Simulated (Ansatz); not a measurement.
**Cs₃CdBr₅ — electrostatic potentials at the Br nuclei**

Cell: an entry of the Crystallography Open Database (COD), its atoms then relaxed with PBE in this cell.

Space group I4/mcm (No. 140); a = 9.5630, c = 15.8619 Å.

```
site  Wyckoff  site symmetry       x       y       z
 Cs1       4a            422  0.0000  0.0000  0.2500
 Cs3       8h           m.2m  0.1561  0.6561  0.0000
  Cd       4b           -42m  0.5000  0.0000  0.2500
 Br9       4c          4/m..  0.0000  0.0000  0.0000
Br11      16l            ..m  0.1534  0.6534  0.3494
```

One atom of each set is listed; the run and its k-mesh use a cell of 18 atoms with edges of 10.42, 10.42, 10.42 Å.

Method: Kohn–Sham DFT in Ansatz, PBE, plane waves and PAW, scalar-relativistic, 420 eV cutoff, Γ-centred 4×4×4 k-points, Fermi–Dirac smearing 0.02 eV.

The potential at a nucleus is that of all electrons and the other nuclei. A higher potential binds the core electrons more strongly, so differences between sites of one element are the initial-state part of core-level shifts.

(1) Rank the Br sites by the potential at the nucleus, lowest first, and give each against the lowest.
A. Br9: 6 Cs at 3.61–3.97 Å
B. Br11: 1 Cd at 2.61 Å

Answers

(1) A (0.00 V), B (1.28 V).
